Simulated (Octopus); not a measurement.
**ZrN (Fm-3m, No. 225): Octopus summary**

ZrN (Fm-3m, No. 225):
```
CELL_PARAMETERS angstrom
      0.00000     2.29427     2.29427
      2.29427     0.00000     2.29427
      2.29427     2.29427     0.00000
ATOMIC_POSITIONS crystal
  Zr 0.50000 0.50000 0.50000
  N  0.00000 0.00000 0.00000
```
The cell is a database entry, not relaxed again.

Level: LDA. Code: Octopus 16.4. Numerical set-up: grid spacing about 0.15 Å, Γ-centred 10×10×10 k-mesh, Fermi-Dirac smearing of 0.1 eV, no spin polarisation; PseudoDojo 0.4 LDA potentials.

Question: What band gap does LDA give on the standard high-symmetry path?

Answer: none: the cell holds an odd number of electrons, so a band is partly filled.
